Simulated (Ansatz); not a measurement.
In2Te3:
```
CELL_PARAMETERS angstrom
     -2.18114     6.52071     3.07676
      2.18114    -6.52071     3.07676
      2.18114     6.52071    -3.07676
ATOMIC_POSITIONS crystal
  In 0.39918 0.23889 0.16029
  In 0.07859 0.23889 0.83971
  Te 0.68123 0.03570 0.64553
  Te 0.39017 0.03570 0.35447
  Te 0.95096 0.95096 0.00000
```

Relaxed with PBEsol.

**Question.** Which orbitals make up the states near the band edges in DFT-PBEsol in the program Ansatz with PAW potentials?

**Answer.** Top 1 eV of the valence band: Te 5p 91 %. Bottom 1 eV of the conduction band: Te 5p 45 %, In 5s 34 %, In 5p 11 %. Projections are on Löwdin-orthogonalised atomic valence shells; empty p or d shells of many metals are not among them.

**Question.** Tabulate the density of states.

**Answer.** States/eV per cell of 5 atoms, in 0.25 eV bins, energy from the valence-band maximum.

```csv
E (eV),total,Te 5p,In 5p,In 5s
-7.85,0.00,0.00,0.00,0.00
-7.60,0.00,0.00,0.00,0.00
-7.35,0.00,0.00,0.00,0.00
-7.10,0.00,0.00,0.00,0.00
-6.85,0.00,0.00,0.00,0.00
-6.60,0.00,0.00,0.00,0.00
-6.35,0.79,0.35,0.02,0.40
-6.10,6.71,2.88,0.28,3.23
-5.85,2.68,1.16,0.13,1.16
-5.60,1.55,0.67,0.07,0.63
-5.35,2.69,1.24,0.16,0.95
-5.10,1.35,0.64,0.07,0.46
-4.85,0.22,0.09,0.01,0.08
-4.60,0.00,0.00,0.00,0.00
-4.35,0.00,0.00,0.00,0.00
-4.10,1.12,0.75,0.34,0.01
-3.85,3.37,2.26,0.96,0.05
-3.60,4.17,2.90,1.08,0.09
-3.35,4.35,3.12,0.96,0.14
-3.10,4.48,3.39,0.87,0.10
-2.85,5.42,4.07,1.13,0.10
-2.60,5.60,4.23,1.12,0.11
-2.35,4.05,3.11,0.70,0.10
-2.10,3.11,2.41,0.49,0.07
-1.85,5.04,3.91,0.80,0.07
-1.60,4.48,3.57,0.64,0.04
-1.35,2.77,2.26,0.33,0.03
-1.10,2.04,1.74,0.18,0.02
-0.85,2.53,2.28,0.12,0.03
-0.60,2.11,1.92,0.10,0.03
-0.35,1.01,0.93,0.04,0.01
-0.10,0.35,0.33,0.01,0.00
0.15,0.00,0.00,0.00,0.00
0.40,0.11,0.04,0.01,0.04
0.65,1.24,0.55,0.12,0.45
0.90,2.53,1.14,0.29,0.86
1.15,3.75,1.74,0.44,1.23
1.40,3.35,1.50,0.55,1.00
1.65,3.85,1.69,0.72,1.06
1.90,2.26,0.86,0.64,0.46
2.15,1.68,0.47,0.76,0.13
2.40,2.22,0.52,1.18,0.06
2.65,3.41,0.81,1.89,0.08
2.90,3.28,0.82,1.80,0.07
3.15,4.06,1.00,2.17,0.13
3.40,4.16,0.92,2.37,0.09
3.65,3.69,0.69,2.15,0.05
3.90,2.58,0.50,1.46,0.04
4.15,3.03,0.65,1.63,0.06
4.40,5.41,1.14,2.82,0.06
4.65,4.86,1.00,2.23,0.06
4.90,4.26,0.79,1.64,0.06
```

Space group Imm2. The first step of the workflow began from a Materials Project structure, measured or hypothetical; the Crystallography Open Database copy checked does not list it. COD files the formula under space group No. 216, so this cell is another polymorph or a model. Its standing as an ambient phase is unchecked. Symmetry was held in the PBEsol relaxation; whether a distortion lowers the energy is not shown. Spin–orbit coupling is left out wherever it is not named.

Potentials: the later of the program's two PAW sets.
